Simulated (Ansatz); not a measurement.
Input:

TiAl₃:
```xyz
4
Lattice="-1.9118 1.9118 4.2813 1.9118 -1.9118 4.2813 1.9118 1.9118 -4.2813" Properties=species:S:1:pos:R:3 pbc="T T T"
Al     0.0000     0.0000     4.2813
Al     0.0000     1.9118     2.1407
Al     1.9118     0.0000     2.1407
Ti     0.0000     0.0000     0.0000
```

This is the r²SCAN-relaxed structure.

Q: All from r²SCAN (plane waves, PAW; program Ansatz), unless another level is named. Estimate the bulk modulus (Birch–Murnaghan fit).

A: 115 GPa.

Q: Next, the highest zone-centre frequency?

A: 361 cm⁻¹.

Space group I4/mmm. The cell was relaxed with r²SCAN under the symmetry of its start; of distortions, only those at the zone centre were tested. No spin polarisation was allowed. As this level gives no gap, phonon frequencies hold no LO–TO term and depend on the k-mesh and smearing (Fermi–Dirac, 0.1 eV here).

Potentials: the later of the program's two PAW sets.
